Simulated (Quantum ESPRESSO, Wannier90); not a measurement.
**Wannier functions of LiNbO$_{2}$ (P6₃/mmc)**

```
begin unit_cell_cart
ang
    2.9217801281    0.0000000000    0.0000000000
   -1.4608900640    2.5303358152    0.0000000000
    0.0000000000    0.0000000000   10.4510300000
end unit_cell_cart
begin atoms_frac
Li   0.0000000000  0.0000000000  0.0000000000
Li   0.0000000000  0.0000000000  0.5000000000
Nb   0.3333333333 -0.3333333333 -0.2500000000
Nb  -0.3333333333  0.3333333333  0.2500000000
O    0.3333333333 -0.3333333333  0.1218300000
O   -0.3333333333  0.3333333333 -0.1218300000
O   -0.3333333333  0.3333333333 -0.3781700000
O    0.3333333333 -0.3333333333  0.3781700000
end atoms_frac
```

Structure: Materials Project mp-3924, symmetrised, not relaxed again. COD (Crystallography Open Database) has an entry of this formula and space group (matched by these alone). Computed values, not measurements, from LDA: Quantum ESPRESSO (norm-conserving PseudoDojo potentials, cutoff 68 Ry, no spin polarisation, no spin-orbit coupling) on a Γ-centred 6×6×4 mesh, then Wannier90. Density: 12×12×4 mesh, cold smearing 0.01 Ry.

A tight-binding model is made by disentanglement and projection with no localisation steps (num_iter = 0), so the 22 orbitals stay atom-like: hydrogen-like Nb: d; O: p, axes along x, y, z; frozen window up to 2.90 eV relative to the valence-band maximum. It follows pw.x to 6.5 meV rms for states up to 2.6 eV relative to the valence-band maximum. Matrix elements depend on this choice of orbitals and windows.

What are the on-site energies relative to the valence-band maximum, and how fast do the hoppings decay?


```json
[
 {"atom": "Nb3", "orbitals": "dz2", "energy (eV)": "0.43"},
 {"atom": "Nb3", "orbitals": "dxz dyz", "energy (eV)": "1.91"},
 {"atom": "Nb3", "orbitals": "dx2-y2 dxy", "energy (eV)": "0.67"},
 {"atom": "Nb4", "orbitals": "dz2", "energy (eV)": "0.43"},
 {"atom": "Nb4", "orbitals": "dxz dyz", "energy (eV)": "1.91"},
 {"atom": "Nb4", "orbitals": "dx2-y2 dxy", "energy (eV)": "0.67"},
 {"atom": "O5", "orbitals": "pz", "energy (eV)": "-4.54"},
 {"atom": "O5", "orbitals": "px py", "energy (eV)": "-4.47"},
 {"atom": "O6", "orbitals": "pz", "energy (eV)": "-4.54"},
 {"atom": "O6", "orbitals": "px py", "energy (eV)": "-4.47"},
 {"atom": "O7", "orbitals": "pz", "energy (eV)": "-4.54"},
 {"atom": "O7", "orbitals": "px py", "energy (eV)": "-4.47"},
 {"atom": "O8", "orbitals": "pz", "energy (eV)": "-4.54"},
 {"atom": "O8", "orbitals": "px py", "energy (eV)": "-4.47"}
]
```

| distance of the centres (Å) | largest modulus (eV) |
|---|---|
| 2–3 | 1.7 |
| 3–4 | 0.41 |
| 4–5 | 0.12 |
| 5–6 | 0.064 |
| 6–7 | 0.016 |
